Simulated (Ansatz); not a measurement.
A: CdI$_{2}$ (CdI2 type), a = 4.2423 Å, b = 4.2423 Å, c = 6.8243 Å, α = 90.00°, β = 90.00°, γ = 120.00°
B: GaS (beta-GaS type, space group P6_3/mmc), a = b = 3.591 Å, c = 15.449 Å, α = β = 90.00°, γ = 120.00°
C: GaSe (beta-GaS type, space group P6_3/mmc), a = 3.769 Å, b = 3.769 Å, c = 15.960 Å, α = 90.00°, β = 90.00°, γ = 120.00°

Scan: energy against volume (even scaling of the relaxed cell, symmetry kept). All come from one method, each on a k mesh of its own. All were relaxed with their symmetry unable to fall. Spin-orbit coupling is left out.

Question: Order them by bulk modulus at fixed cell shape (fitted) (highest first) at the level PBE-D3(BJ) (plane waves to 420 eV, PAW, scalar-relativistic; Ansatz, a program for electronic structure).

Answer: B (39.6 GPa), C (34.3 GPa), A (19.1 GPa)

(A scan under strain: stresses follow from slopes of the energy per volume, elastic moduli from its curvatures.)
